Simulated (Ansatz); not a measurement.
**Ge (diamond), scan of one atom of the cell**

Ge (diamond)

```yaml
crystal:
  lattice:
    - [0.00000, 2.83720, 2.83720]
    - [2.83720, 0.00000, 2.83720]
    - [2.83720, 2.83720, 0.00000]
  atoms:
    - { symbol: Ge, position: [0.50000, 0.50000, 0.50000] }
    - { symbol: Ge, position: [0.75000, 0.75000, 0.75000] }
```

Scan: atom 2 (Ge, nearest neighbour Ge at 2.457 Å; its periodic images, 4.0 Å or more away, move with it) is displaced along Cartesian z, direction (0.000, 0.000, 1.000) in Cartesian axes, by s. The other atoms stay.

Computed with r2SCAN (plane waves to 500 eV, PAW, scalar-relativistic; Ansatz, a first-principles code). k mesh 8×8×8 (Γ-centred), Fermi-Dirac smearing 0.05 eV. The energy includes the smearing's −TS. Stress and pressure are positive under compression. As the smearing reaches across the gap at some points, energies and forces of such displacements shift with the k mesh and the smearing. F∥ is the force on the atom along that direction. Ge was relaxed with its symmetry unable to fall. ΔE is measured from the undisplaced structure.

| s (Å) | ΔE (eV/cell) | F∥ (eV/Å) | P (GPa) |
|---|---|---|---|
| -0.740 | 2.372 | 4.888 | 14.0 |
| -0.592 | 1.659 | 4.637 | 9.8 |
| -0.444 | 1.010 | 4.093 | 5.9 |
| -0.296 | 0.476 | 3.039 | 2.7 |
| -0.148 | 0.125 | 1.656 | 0.7 |
| 0.000 | 0.000 | 0.000 | 0.0 |
| 0.148 | 0.125 | -1.656 | 0.7 |
| 0.296 | 0.476 | -3.039 | 2.7 |
| 0.444 | 1.010 | -4.093 | 5.9 |
| 0.592 | 1.659 | -4.637 | 9.8 |
| 0.740 | 2.372 | -4.888 | 14.0 |

What the scan shows:

```
Quantity                                                                                                                                              Result
--------------------------------------------------------  --------------------------------------------------------------------------------------------------
Energy at s = 0.740 Å                                                                                                                          2372 meV/cell
Force along the line at s = -0.740 Å                                                                                                               4.89 eV/Å
Symmetry of the curve                                                                                                          even: the same for both signs
Shape of the curve                                                                            a single well with its minimum at or next to zero displacement
Force constant k = d²E/ds² at s = 0 (finite differences)                                                                                          11.5 eV/Å²
Harmonic estimate at the end of the scan                  ½ks² = 3149 meV/cell against the computed 2372 meV/cell, so the well is softer than harmonic there
Zone-centre optical wavenumber from k                                                                                                               293 cm⁻¹
```

(A displaced cell: forces are minus the slopes of the energy, force constants its curvatures, and phonons follow from these.)
